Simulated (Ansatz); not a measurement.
In₂TeO₂ in space group P-3m1 (No. 164; In on 2d, Te on 1b, O on 2d), plane-wave PAW PBEsol (Ansatz code), all energies at zero smearing, with the estimated change up to a 700 eV cutoff added, with one set of potentials and settings (totals compare only within such a set). Cell of 5 atoms (2 In, 1 Te, 2 O): -19074.013 eV.

```tsv
element	reference phase	E (eV/atom)
In	I4/mmm, 1 atoms in the cell	-5525.4724
Te	P3_121, 3 atoms in the cell	-6901.6024
O	C2/m, 4 atoms in the cell, spin-polarised	-558.3609
```

Formation energy per atom, worked out: (-19074.013 − 2×(-5525.4724) − 1×(-6901.6024) − 2×(-558.3609))/5 = -0.949 eV/atom (-92 kJ per mol of atoms), at 0 K, without zero-point energy or fitted corrections.

The start of the workflow was typed in or built on a structure type; neither database checked (COD, Materials Project) lists it. Its standing as an ambient phase is unchecked. The PBEsol relaxation kept the symmetry of its start; whether a distortion lowers the energy is not shown. The references are the lowest solids computed at this level, not always the standard phases (solids in place of the gases). Spin–orbit coupling is left out wherever it is not named.

Potentials: the earlier of the program's two PAW sets. The files were generated under PBE; for other functionals the program regenerates the frozen cores, and for LDA and PBEsol the local potential too.
